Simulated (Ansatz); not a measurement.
# Pt₃I, a known structure type with other elements, at an estimated volume

```xyz
8
Lattice="3.1031 5.3747 0.0000 -3.1031 5.3747 0.0000 0.0000 0.0000 4.9779" Properties=species:S:1:pos:R:3 pbc="T T T"
I    -0.0003    3.5833    1.2445
I    -0.0003    7.1661    3.7334
Pt    0.0000    9.0209    1.2445
Pt   -1.6061    4.5104    3.7334
Pt   -1.6061    6.2391    1.2445
Pt    0.0000    1.7286    3.7334
Pt    1.6061    6.2391    1.2445
Pt    1.6061    4.5104    3.7334
```

Method: PBE, no spin polarisation; PAW, plane waves to 420 eV, 6×6×7 Γ-centred mesh, fermi-dirac occupations (width 0.1 eV) (Ansatz 0.2.0), atoms fixed.

(1) What is the formation energy?

(2) Describe some of the short contacts.

(3) Is there a gap?

(4) Which atom feels the largest force, and which way?

(5) How is the charge shared?

(6) What does the stress say?

Origin: a known structure type with other elements, at an estimated volume, so it need not be a known compound. Caveats: many states at the Fermi level without spin polarisation, so a magnetic state may lie lower.

Answers

(1) 0.75 eV an atom against the elements' usual phases (free molecules for gases, crystals otherwise, with no correction for O₂ or N₂), so at this geometry it isn't bound against them. Relaxing would lower it.

(2) Pt–Pt at 2.99 Å: least valence density 0.25 e/Å³ and ELF 0.24 there. I–Pt at 3.10 Å: least valence density 0.23 e/Å³ and ELF 0.24 there. These are pseudo-fields; inside the PAW spheres they differ from the all-electron ones.

(3) It is a metal, with about 13 states/eV a cell as the mean within 0.25 eV of the Fermi level, mostly Pt d (81 %) and I p (13 %).

(4) The largest is on Pt3 (and as large on other atoms): 0.44 eV/Å, components (0.00, 0.44, 0.00). It makes 30° with the line to a nearest neighbour, Pt5 at 2.99 Å, pointing towards it.

(5) Bader charges in e: Pt -0.13, I +0.38. In the mean I gives up most and Pt takes most, against the order of Pauling's electronegativities.

(6) The pressure is -14.2 GPa (compression positive), so with the atoms held at these fractions the cell would first shrink. The principal stresses -15.8, -13.4, -13.4 GPa differ, so its shape would change too.
